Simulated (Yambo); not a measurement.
Yambo input for BN (space group P6_3/mmc, No. 194) (a = b = 2.5124 Å, c = 7.7073 Å, α = β = 90.00°, γ = 120.00°), on PBEsol (Quantum ESPRESSO, PseudoDojo norm-conserving, 84 Ry, without SOC) wavefunctions on a 18×18×6 mesh:

```
optics
chi
dipoles
kernel
FFTGvecs= 40 Ry
Chimod= "HARTREE"
NGsBlkXd= 4 Ry
% QpntsRXd
 1 | 1 |
%
% BndsRnXd
 1 | 30 |
%
GrFnTpXd= "R"
% EnRngeXd
 0.0 | 20.0 | eV
%
% DmRngeXd
 0.2 | 0.2 | eV
%
CGrdSpXd= 50
ETStpsXd= 161
% LongDrXd
 1.0 | 0.0 | 0.0 |
%
% XfnQP_E
 1.894 | 1.0 | 1.0 |
%
```

First lines of the file o-*.eps_q1_inv_rpa_dyson:

```
Absorption @ Q(1):   1.00000000     0.00000000     0.00000000    [q->0 direction]
#
# [ X ] Hartree size     :   51
# [GEN] GF Energies     : Perdew, Burke & Ernzerhof SOL(X)+Perdew, Burke & Ernzerhof SOL(C)+ user defined corrections @E
# [GEN] Green`s Function     : Retarded
#
# [GEN] Gauge     : Length
# [GEN] [r,Vnl] included     : yes
#
#    E[1] [eV]     Im(eps)     Re(eps)     Im(eps_o)     Re(eps_o)
#
     0.000000     0.45439E-09     3.572459     0.15186E-17     3.703499
     0.125000     0.001419     3.572901     0.001542     3.703979
     0.250000     0.002842     3.574229     0.003088     3.705422
     0.375000     0.004274     3.576447     0.004644     3.707832
     0.500000     0.005718     3.579560     0.006214     3.711215
     0.625000     0.007179     3.583579     0.007803     3.715582
     0.750000     0.008662     3.588516     0.009415     3.720947
     0.875000     0.010171     3.594384     0.011058     3.727326
     1.000000     0.011712     3.601203     0.012735     3.734739
     1.125000     0.013289     3.608993     0.014452     3.743210
     1.250000     0.014908     3.617778     0.016217     3.752764
     1.375000     0.016576     3.627587     0.018035     3.763434
     1.500000     0.018298     3.638451     0.019913     3.775255
     1.625000     0.020081     3.650406     0.021860     3.788267
     1.750000     0.021933     3.663492     0.023884     3.802515
     1.875000     0.023863     3.677756     0.025995     3.818049
     2.000000     0.025878     3.693246     0.028201     3.834925
     2.125000     0.027990     3.710020     0.030515     3.853207
     2.250000     0.030210     3.728141     0.032950     3.872966
     2.375000     0.032550     3.747680     0.035519     3.894279
     2.500000     0.035023     3.768713     0.038238     3.917235
     2.625000     0.037647     3.791330     0.041124     3.941931
     2.750000     0.040437     3.815627     0.044199     3.968478
     2.875000     0.043416     3.841714     0.047485     3.996998
     3.000000     0.046605     3.869715     0.051008     4.027630
     3.125000     0.050031     3.899765     0.054799     4.060527
     3.250000     0.053725     3.932022     0.058891     4.095867
     3.375000     0.057722     3.966660     0.063327     4.133845
     3.500000     0.062065     4.003877     0.068154     4.174688
     3.625000     0.066800     4.043900     0.073426     4.218652
     3.750000     0.071986     4.086987     0.079211     4.266028
     3.875000     0.077691     4.133433     0.085587     4.317154
     4.000000     0.083997     4.183580     0.092648     4.372417
```
(The file goes on to the top of the energy range.) Convergence of the RPA response with its 18×18×6 mesh was not tested. The scissor comes from a G0W0 run whose convergence isn't established.

Geometry of the Materials Project entry, not relaxed at this level.

The distance between layers or molecules is the database entry's, not relaxed here. Functionals without dispersion can leave it too large, which widens gaps and weakens the response across layers: the numbers belong to this cell.
